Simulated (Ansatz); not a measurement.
TiZn3 under pressure: fit and missing row

TiZn3, Pm-3m, a = 3.879 Å. The structure is a COD entry; whether it is the stable form wasn't checked. Ansatz: r2SCAN, PAW, 500 eV, Γ-centred 10×10×10 mesh on 4 atoms, Gaussian smearing 0.10 eV; no spin polarisation. Cell and atoms are relaxed at each pressure, and no other structure is tried, so the rows at high pressure may lie past a change of phase.

```
V (Å³/atom) P (GPa)
     10.203    90.01
     11.343    50.00
     12.477    25.06
          ?    12.00
     14.104     4.08
     14.459     1.00
     14.587    -0.02
     14.728    -1.08
```

Question: Take V0 = 14.587 Å³/atom, count pressures from its P0 = -0.02 GPa, fit the third-order Birch–Murnaghan form to the other rows, and predict the missing volume.

Answer: With the Eulerian strain f = ½[(V0/V)^(2/3) − 1] and y = (P − P0)/[3f(1 + 2f)^(5/2)], the form is the line y = B0 + 1.5 B0 (B0′ − 4) f. Rows (f, y): 0.13454, 122.9; 0.09128, 120.1; 0.05489, 117.4; 0.01135, 113.8; 0.00295, 113.6; -0.00320, 112.2. Means f = 0.04864, y = 116.67; Σ(Δf)² = 0.01540, ΣΔfΔy = 1.165; the slope is their ratio. y = 113.0 + 75.64 f GPa, so B0 = 113.0 GPa and B0′ = 4 + 2 × (75.64)/(3 × 113.0) = 4.45. P = 12.00 GPa is met at f = 0.03004 (y = 115.27), so V = V0 (1 + 2f)^(−3/2) = 13.365 Å³/atom. The run gave 13.366 Å³/atom, so the fit is 0.001 Å³/atom too low, within the rms miss on the fitted rows (0.002 Å³/atom).

Spin polarisation was left out, and a magnetic state may lie lower. The mesh isn't the same in all rows (10×10×10, 12×12×12).